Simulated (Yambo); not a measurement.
**Bethe-Salpeter results for KPF$_{6}$**

```
CELL_PARAMETERS angstrom
      3.55926     2.05494     2.32759
     -3.55926     2.05494     2.32759
      0.00000    -4.10988     2.32759
ATOMIC_POSITIONS crystal
  F  0.26351 0.92281 0.21813
  F  0.73649 0.07719 0.78187
  F  0.21813 0.26351 0.92281
  F  0.78187 0.73649 0.07719
  F  0.92281 0.21813 0.26351
  F  0.07719 0.78187 0.73649
  P  0.00000 0.00000 0.00000
  K  0.50000 0.50000 0.50000
```

The geometry is that of Materials Project entry mp-4608, symmetrised and not relaxed again.

BSE in Yambo on PBEsol (Quantum ESPRESSO, PseudoDojo norm-conserving, 84 Ry, scalar-relativistic) bands: 4×4×4 mesh, 17 valence and 7 conduction bands, static screening with 65 bands and a 3 Ry block, scissor 4.76 eV, Tamm-Dancoff; field along x.

| state | energy (eV) | states within 2 meV | relative strength | class | main transitions |
|---|---|---|---|---|---|
| 1 | 9.56 | 1 | < 0.01 | dark | VB → CB (74 %) |
| 2 | 9.73 | 2 | < 0.01 | dark | several band pairs |
| 3 | 10.55 | 1 | < 0.01 | dark | several band pairs |
| 4 | 10.67 | 2 | 0.12 | strong | several band pairs |
| 5 | 10.91 | 2 | 1.00 | strong | several band pairs |
| 6 | 11.09 | 1 | < 0.01 | dark | several band pairs |

These are vertical excitations (zero momentum). The direct quasiparticle gap on this mesh is 12.27 eV; counted from there, state 1 is bound by 2.71 eV. On a 2×2×2 mesh the same difference is 2.89 eV.

Spin singlets only. Strengths are relative to the strongest of the lowest states of this run; strong means a line over 3 % of the spectrum's maximum, dark under 0.03 %. Absolute energies carry the error of the G0W0 scissor, whose convergence isn't established; the long-wavelength screening was taken along (1,1,1) although the crystal is anisotropic.

The structure is a Materials Project entry; no match was found in the copy of COD used, and its stability was not checked.
